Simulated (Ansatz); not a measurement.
The relaxed structure here is a generated cell of Ti: the first start was made by placing the elements on the sites of a structure type, and the end was not matched to a known phase here, so it may be hypothetical. Known forms of Ti include space group No. 194.

A relaxed cell of Ti (P6/mmm (No. 191)), relaxed on a k-mesh at least as fine as the one used below. Method: PBEsol (plane waves to 420 eV, PAW, scalar-relativistic; Ansatz, a first-principles code). Γ-centred k-mesh 14×14×6 on the run's cell (coarser than for final values), Fermi–Dirac smearing 0.05 eV.

```
Ti
1.0
    2.68965     0.00000     0.00000
   -1.34482     2.32930     0.00000
    0.00000     0.00000     5.39540
Ti
2
Direct
  0.00000   0.00000   0.25000
  0.00000   0.00000   0.75000
```

The atoms are displaced along an unstable phonon of this cell by (Å):

```json
[
 {"atom": "Ti1", "ux": "0.000", "uy": "-0.150", "uz": "0.000"},
 {"atom": "Ti2", "ux": "0.000", "uy": "0.150", "uz": "0.000"}
]
```

### Question
What forces (eV/Å) and pressure result?

### Answer
```csv
atom,Fx,Fy,Fz
Ti1,0.00,-0.30,0.00
Ti2,0.00,0.30,0.00
```

Pressure -0.3 GPa.

The undisplaced cell is probably no minimum: from this displacement the run went on to P6₃/mmc (No. 194), 0.35 eV/atom below it.

No spin polarisation in the result.
